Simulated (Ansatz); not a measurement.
HfTeSe:
```yaml
crystal:
  lattice:
    - [3.87960, 0.00000, 0.00000]
    - [-1.93980, 3.35984, 0.00000]
    - [0.00000, 0.00000, 6.59874]
  atoms:
    - { symbol: Hf, position: [0.00000, 0.00000, 0.98162] }
    - { symbol: Te, position: [0.66667, 0.33333, 0.25763] }
    - { symbol: Se, position: [0.33333, 0.66667, 0.76076] }
```

Relaxed with r²SCAN+D4. Special points in fractions of this cell's reciprocal vectors: Γ (0.000, 0.000, 0.000); M (0.500, 0.000, 0.000); K (0.333, 0.333, 0.000); A (0.000, 0.000, 0.500); L (0.500, 0.000, 0.500); H (0.333, 0.333, 0.500).

**Question.** List the band energies nearest the Fermi level at these points for plane-wave PAW r²SCAN+D4 with spin–orbit coupling (Ansatz code).

**Answer.** In eV from the Fermi level; about four levels below and three above (degenerate sets whole), none deeper than 8.9 eV; points with the same levels are listed once.

```tsv
k	below	above
Γ	-1.12 -1.12 -0.25 -0.25	0.10 0.10 0.76 0.76
M	-2.88 -2.88 -1.71 -1.71	0.13 0.13 2.37 2.37
K	-3.01 -2.79 -2.77 -2.73	1.47 1.47 1.96
A	-0.58 -0.58 -0.04 -0.04	0.78 0.78 0.82 0.82
L	-1.40 -1.40 -0.03 -0.03	2.38 2.38 2.67 2.67
H	-2.84 -2.68 -2.56 -2.55	1.52 1.53 1.72
```

Space group P3m1. The first step of the workflow began from a Materials Project structure, measured or hypothetical; the Crystallography Open Database copy checked does not list it. Its standing as an ambient phase is unchecked. The cell was relaxed with r²SCAN+D4 under the symmetry of its start; whether a distortion lowers the energy is not shown. No spin polarisation was allowed.

Potentials: the later of the program's two PAW sets.
